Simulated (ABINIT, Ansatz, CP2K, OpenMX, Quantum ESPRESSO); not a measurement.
One calculation of Al, 5 ways

```
Al
1.0
     2.86234    0.00000    0.00000
     0.00000    2.86234    0.00000
     0.00000    0.00000   25.11990
Al
6
Direct
  0.50000 0.50000 0.29857
  0.00000 0.00000 0.37914
  0.50000 0.50000 0.45971
  0.00000 0.00000 0.54029
  0.50000 0.50000 0.62086
  0.00000 0.00000 0.70143
```

Alike in all runs: functional PBE; k mesh 9 × 9 × 1; occupations fermi-dirac, width 0.05 eV; no spin polarisation; no spin-orbit coupling.

```json
{"program and potentials": "Ansatz, Ansatz PAW", "plane-wave cutoff (eV)": "420", "notes": "-", "largest force (eV/Å)": "0.243"}
{"program and potentials": "OpenMX, OpenMX 2013 PBE set, Al7.0-s2p2d1, grid cutoff 300 Ry", "plane-wave cutoff (eV)": "-", "notes": "atomic basis", "largest force (eV/Å)": "0.244"}
{"program and potentials": "CP2K, POTENTIAL_UZH Al GTH-PBE-q3; TZVP-MOLOPT-PBE-GTH basis", "plane-wave cutoff (eV)": "-", "notes": "atomic basis", "largest force (eV/Å)": "0.237"}
{"program and potentials": "Quantum ESPRESSO, PseudoDojo 0.4.1 SR PBE standard", "plane-wave cutoff (eV)": "544", "notes": "-", "largest force (eV/Å)": "0.243"}
{"program and potentials": "ABINIT, JTH PAW PBE v2.0", "plane-wave cutoff (eV)": "408", "notes": "-", "largest force (eV/Å)": "0.244"}
```

Force on atom 3 (Al), eV/Å:

```csv
program and potentials,x,y,z
"Ansatz, Ansatz PAW",0.000,0.000,0.243
"OpenMX, OpenMX 2013 PBE set, Al7.0-s2p2d1, grid cutoff 300 Ry",0.000,0.000,0.244
"CP2K, POTENTIAL_UZH Al GTH-PBE-q3; TZVP-MOLOPT-PBE-GTH basis",0.000,0.000,0.237
"Quantum ESPRESSO, PseudoDojo 0.4.1 SR PBE standard",0.000,0.000,0.243
"ABINIT, JTH PAW PBE v2.0",0.000,0.000,0.244
```

Rows in atomic bases carry the error of their basis and grid, which can be large.

Differences between rows come from potentials, basis sets and numerical settings, since the functional is the same but for its coding. Runs on potential files found faulty are left out.
